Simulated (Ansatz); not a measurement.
Property card for SrZn₂Sb₂

SrZn2Sb2:
Space group P-3m1 (No. 164); a = 4.507 Å, b = 4.507 Å, c = 7.737 Å, α = 90.00°, β = 90.00°, γ = 120.00°

```csv
atom,site,symmetry,x,y,z
Sr,1a,-3m.,0.0000,0.0000,0.0000
Zn,2d,3m.,0.6667,0.3333,0.3667
Sb,2d,3m.,0.3333,0.6667,0.2717
```

Space group P-3m1 (No. 164); conventional cell a = b = 4.507 Å, c = 7.737 Å, α = β = 90.00°, γ = 120.00°.

Method: r²SCAN in the plane-wave PAW code Ansatz. The cell and atoms are relaxed at this level. Other levels are named where they apply.

**Cell and energy**

- Volume per atom: 27.22 Å³
- Density: 5.64 g/cm³
- Formation energy from the elements (no fitted shifts): -0.61 eV/atom

**Electronic structure**

- Electronic character: no gap, with almost no states at the Fermi level (zero-gap or semimetallic)
- Density of states at the Fermi level: 0.00 states/eV per atom (mean over ±0.08 eV)

The workflow started from a Materials Project entry (that database holds measured and hypothetical structures alike); the Crystallography Open Database files this formula in space group No. 164, but the cells were not matched. Whether it is the stable phase at ambient conditions was not checked. The cell was relaxed with r²SCAN under the symmetry of its start; whether a distortion lowers the energy is not shown. The references are the lowest solids computed at this level, not always the standard phases. Spin–orbit coupling is left out wherever it is not named.

Potentials: the later of the program's two PAW sets.
